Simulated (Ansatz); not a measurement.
Here is the system:

SrCaI4:
```yaml
crystal:
  lattice:
    - [7.06532, 0.00000, 0.00000]
    - [0.00000, 4.62031, 0.00000]
    - [-0.02669, 0.00000, 8.04227]
  atoms:
    - { symbol: Sr, position: [0.00000, 0.00000, 0.00000] }
    - { symbol: Ca, position: [0.00000, 0.50000, 0.50000] }
    - { symbol: I, position: [0.24834, 0.00000, 0.34504] }
    - { symbol: I, position: [0.75166, 0.00000, 0.65496] }
    - { symbol: I, position: [0.25636, 0.50000, 0.82110] }
    - { symbol: I, position: [0.74364, 0.50000, 0.17890] }
```

This is the r²SCAN+D4-relaxed structure. Cartesian axes are those of the cell as given.

Task: All from plane-wave PAW r²SCAN+D4 (Ansatz code), unless another level is named. Give the electron effective mass.

Result: 0.41, 0.69, 1.8 mₑ (principal values).

Task: And the smallest direct gap on the standard path?

Result: 4.08 eV.

Task: Predict the conduction-band minimum.

Result: at D (k = 0.000, 0.500, 0.500).

Task: Next, the weight of the valence-edge state by species (Voronoi cells)?

Result: I 96 %, Ca 2 %.

Space group P2/m. The workflow started from a Materials Project entry (that database holds measured and hypothetical structures alike); the Crystallography Open Database copy checked does not list it. With Sr and Ca taken as one species the cell has the higher symmetry P-3m1, so it may be an ordered model of a mixed-site phase. Its standing as an ambient phase is unchecked. The r²SCAN+D4 relaxation kept the symmetry of its start; whether a distortion lowers the energy is not shown. Scalar-relativistic: spin–orbit coupling is off unless named, which matters more the heavier the elements.

Potentials: the later of the program's two PAW sets.
